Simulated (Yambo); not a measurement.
A G0W0@PBEsol run in Yambo for CaO (rock salt, space group Fm-3m, No. 225) (6×6×6 Γ-centred k mesh, 64 bands and a 10 Ry block in the screening, 64 bands in G with the Bruneval-Gonze terminator, plasmon pole fitted at 27.2 eV) gives these matrix elements, in eV, at the band edges (Γ → X):

```tsv
state	E0	<Vxc>	<Σx>	<Σc(E0)>	Z
valence edge	0.000	-19.257	-24.582	3.907	0.787
conduction edge	3.549	-11.602	-5.966	-4.122	0.852
```

Q: Solve the linearised quasiparticle equation for both states, give the gap, and say how exchange and correlation each act on it.

A: E = E0 + Z(Σx + Σc − Vxc). Valence: 0.000 + 0.787 × (-24.582 + (3.907) − (-19.257)) = -1.12 eV. Conduction: 3.549 + 0.852 × (-5.966 + (-4.122) − (-11.602)) = 4.84 eV. The gap is 5.95 eV, against 3.55 eV in PBEsol. Replacing Vxc by bare exchange alone would open it by 10.96 eV; correlation takes back 8.03 eV of that, and Z scales what is left. Nearest settings tried, and what they do to the gap: 23 bands in G: +68 meV; 4×4×4 mesh: -8 meV. Not varied: bands in W, block. So the settings aren't converged at that level. 

Geometry relaxed with PBEsol; primitive cell a = b = c = 3.368 Å, α = β = γ = 60.00°.
